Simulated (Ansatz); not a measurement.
The relaxed structure here is a generated cell of Sn: the first start was made by placing the elements on the sites of a structure type, and the end was not matched to a known phase here, so it may be hypothetical. Known forms of Sn include space group No. 141, 227.

One starting cell of Sn (a generated cell, Sn built in the A7 structure type) was relaxed twice with Ansatz (plane waves, PAW, scalar-relativistic): with r2SCAN at 500 eV and with PBE at 420 eV. The r2SCAN result:

```xyz
1
Lattice="3.0547 0.0000 0.0000 0.0000 3.0547 0.0000 0.0000 0.0000 3.0547" Properties=species:S:1:pos:R:3 pbc="T T T"
Sn     1.5273     1.5273     1.5273
```

```json
[
 {"quantity": "space group", "r2SCAN": "Pm-3m", "PBE": "Pm-3m"},
 {"quantity": "volume (Å³/atom)", "r2SCAN": "28.50", "PBE": "(withheld)"},
 {"quantity": "a (Å)", "r2SCAN": "3.055", "PBE": "(withheld)"},
 {"quantity": "gap (eV, no spin-orbit coupling)", "r2SCAN": "0.00", "PBE": "(withheld)"},
 {"quantity": "highest phonon at the sampled q (cm⁻¹)", "r2SCAN": "130", "PBE": "(withheld)"},
 {"quantity": "softest mode (cm⁻¹)", "r2SCAN": "no imaginary mode", "PBE": "(withheld)"}
]
```

Task: Fill in the PBE column.

Result: 
- volume (Å³/atom), PBE: 29.45
- a (Å), PBE: 3.088
- gap (eV, no spin-orbit coupling), PBE: 0.00
- highest phonon at the sampled q (cm⁻¹), PBE: 120
- softest mode (cm⁻¹), PBE: no imaginary mode

Both levels end in the same structure; PBE's volume is 3.3 % larger. Neither column is exact.

No spin polarisation in the result.

The run could not lose the symmetry of its start, so the end can be a saddle point.

Ansatz is a first-principles code.
